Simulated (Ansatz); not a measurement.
PbS:
```xyz
2
Lattice="0.0000 3.2716 3.2716 3.2716 0.0000 3.2716 3.2716 3.2716 0.0000" Properties=species:S:1:pos:R:3 pbc="T T T"
S      1.6358     1.6358     1.6358
Pb     0.0000     0.0000     0.0000
```

Relaxed with PBEsol. Special points in fractions of this cell's reciprocal vectors: Γ (0.000, 0.000, 0.000); X (0.500, 0.000, 0.500); U (0.625, 0.250, 0.625); K (0.375, 0.375, 0.750); L (0.500, 0.500, 0.500); W (0.500, 0.250, 0.750).

List the band energies nearest the valence-band maximum at these points for DFT-PBEsol with spin–orbit coupling in the program Ansatz with PAW potentials.

In eV from the valence-band maximum; about four levels below and three above (degenerate sets whole), none deeper than 8.9 eV; points with the same levels are listed once.

```csv
k,below,above
Γ,-1.81 -1.81 -1.81 -1.81,1.19 1.19 2.92 2.92 2.92 2.92
X,-3.02 -3.02 -0.53 -0.53,0.55 0.55 4.49 4.49
U,-2.97 -2.90 -0.41 -0.40,1.44 1.73 3.61
L,-2.30 -2.30 -2.02 -2.02,2.38 2.38 3.54 3.54
W,-3.28 -3.22 -0.05 0.00,1.72 2.37 2.76
```

Space group F-43m (zinc blende). The start of the workflow was typed in or built on a structure type; neither database checked (COD, Materials Project) lists it. It is not the phase usual at ambient conditions (space group No. 225). Symmetry was held in the PBEsol relaxation. At this level the phase is mechanically unstable.

Potentials: the later of the program's two PAW sets.
